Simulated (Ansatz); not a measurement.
Relaxed Os (fcc, Cu type):

```
Os
1.0
    0.00000     3.80249     3.80249
    1.90125     1.90125     3.80249
    1.90125     1.90125     0.00000
Os
2
Cartesian
  0.00000   0.00000   0.00000
  0.00000   1.90125   1.90125
```

The atoms are displaced by Q × the pattern below (from a DFPT mode at X = (0.5, 0.5, 0.0), largest move 1; Q in Å), at fixed cell. (q is in reciprocal vectors of the primitive cell; the cell shown is doubled to hold the pattern.)

| atom | x | y | z |
|---|---|---|---|
| Os1 | 0.000 | 0.000 | -1.000 |
| Os2 | 0.000 | 0.000 | 1.000 |

Method: LDA (plane waves to 420 eV, PAW, scalar-relativistic; Ansatz, an electronic-structure program). k mesh 21×21×21 (Γ-centred), Fermi-Dirac smearing 0.05 eV. The energy includes the smearing's −TS. With partly filled bands, energies and forces of such displacements shift with the k mesh and the smearing. Os is run without spin polarisation. Os was relaxed with its symmetry unable to fall. Spin-orbit coupling is left out, though Os is heavy. This is one of several known forms of Os; the measured ambient cells at hand have space group No. 194. ΔE is measured from the undisplaced structure. The last digit holds for this mesh only.

| Q (Å) | ΔE (meV/cell) |
|---|---|
| -0.2800 | withheld |
| -0.2333 | 1151.6 |
| -0.1867 | 580.6 |
| -0.1400 | 247.0 |
| -0.0933 | 96.4 |
| -0.0467 | 25.0 |
| 0.0000 | 0.0 |
| 0.0467 | 25.0 |
| 0.0933 | 96.4 |
| 0.1400 | 247.0 |
| 0.1867 | 580.6 |
| 0.2333 | 1151.6 |
| 0.2800 | withheld |

**Question.** Fit an even polynomial form (powers 2, 4, 6) to the given rows and predict ΔE at Q = 0.2800.

**Answer.** Least squares on the 11 given rows: ΔE = (8412)·Q² + (232700)·Q⁴ + (30530)·Q⁶, in meV/cell with Q in Å; root-mean-square residual 4.84 meV/cell. At 0.2800 the fit gives 2104.5 meV/cell; the calculation gives 1999.4 meV/cell, so the extrapolation is off by 105.1 (+5.3 %). The quadratic term alone would give 659.5 meV/cell.

(For displaced atoms, the force is minus the slope of the energy, and its curvature is a force constant, which sets phonon frequencies.)
